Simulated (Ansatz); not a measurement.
A relaxation computed with Ansatz, from input to last step.

```yaml
crystal:
  lattice:
    - [-4.175157495, 4.175157495, 3.1188733705]
    - [4.175157495, -4.175157495, 3.1188733705]
    - [4.175157495, 4.175157495, -3.1188733705]
  atoms:
    - { symbol: Bi, position: [0.375, 0.6250843714, 0.7500843714] }
    - { symbol: Bi, position: [0.875, 0.6249156286, 0.2499156286] }
    - { symbol: Bi, position: [0.3749156286, 0.125, 0.7499156286] }
    - { symbol: Bi, position: [0.3750843714, 0.625, 0.2500843714] }
    - { symbol: Te, position: [0.0, 0.0, 0.0] }
    - { symbol: Te, position: [0.75, 0.25, 0.5] }
basis:
  ecutwfc: 420
kpoints:
  mp_grid: { grid: [8, 8, 8] }
hamiltonian:
  xc: pbesol
scf:
  occupations: { method: gaussian, width: 0.1 }
output:
  forces: true
  stress: true
  eigenvalues: true
relax:
  adjacent_minimum: "off"
  f_tol: 0.01
  max_steps: 30
  cell: { stress_tol: 0.1, fix: [volume] }
```

```bash
ansatz run input.yaml --threads 1 --pin off --max-ram 2560MiB --backend cpu --events-out ev --progress --plain --runs-dir out
```

All numbers below come from DFT PBEsol, scalar-relativistic, plane waves, PAW (Ansatz).

The volume is held at 1.06 times that of the relaxed cell.

Of 3 frames 3 are shown, positions in Å and forces in eV/Å; the SCF threshold varies from step to step. Steps run on the plane waves of an earlier cell, with a Pulay correction in the pressure. The basis is chosen afresh for the last frame, the zero of the energies, and at times for earlier ones too; energy and pressure step there, also at an unchanged geometry.

```xyz
6
Lattice="-4.1752 4.1752 3.1189 4.1752 -4.1752 3.1189 4.1752 4.1752 -3.1189" Properties=species:S:1:pos:R:3:forces:R:3 pbc="T T T" step=1 free_energy_over_end_meV_per_atom=0.46 pressure_GPa=-2.47
Bi    4.1759    2.0876    0.7797   -0.0003    0.0000    0.0000
Bi   -0.0007    2.0876    3.8986    0.0003    0.0000    0.0000
Bi    2.0876    4.1745   -0.7797    0.0000    0.0003    0.0000
Bi    2.0876    0.0007    2.3392    0.0000   -0.0003    0.0000
Te    0.0000    0.0000    0.0000    0.0000    0.0000    0.0000
Te    0.0000    4.1752    1.5594    0.0000    0.0000    0.0000
6
Lattice="-4.1912 4.1912 3.0951 4.1912 -4.1912 3.0951 4.1912 4.1912 -3.0951" Properties=species:S:1:pos:R:3:forces:R:3 pbc="T T T" step=2 free_energy_over_end_meV_per_atom=0.00 pressure_GPa=-2.36
Bi    4.1915    2.0956    0.7738   -0.0002    0.0000    0.0000
Bi   -0.0003    2.0956    3.8689    0.0002    0.0000    0.0000
Bi    2.0956    4.1908   -0.7738    0.0000    0.0002    0.0000
Bi    2.0956    0.0003    2.3213    0.0000   -0.0002    0.0000
Te    0.0000    0.0000    0.0000    0.0000    0.0000    0.0000
Te    0.0000    4.1912    1.5476    0.0000    0.0000    0.0000
6
Lattice="-4.1912 4.1912 3.0951 4.1912 -4.1912 3.0951 4.1912 4.1912 -3.0951" Properties=species:S:1:pos:R:3:forces:R:3 pbc="T T T" step=3 free_energy_over_end_meV_per_atom=0.00 pressure_GPa=-2.36
Bi    4.1915    2.0956    0.7738   -0.0002    0.0000    0.0000
Bi   -0.0003    2.0956    3.8689    0.0002    0.0000    0.0000
Bi    2.0956    4.1908   -0.7738    0.0000    0.0002    0.0000
Bi    2.0956    0.0003    2.3213    0.0000   -0.0002    0.0000
Te    0.0000    0.0000    0.0000    0.0000    0.0000    0.0000
Te    0.0000    4.1912    1.5476    0.0000    0.0000    0.0000
```

It took 98 s on 1 thread of Intel(R) Xeon(R) 6975P-C (Granite Rapids) (shared host), peak memory 0.84 GiB.

Spin–orbit coupling is left out, which can shift energies with elements as heavy as these.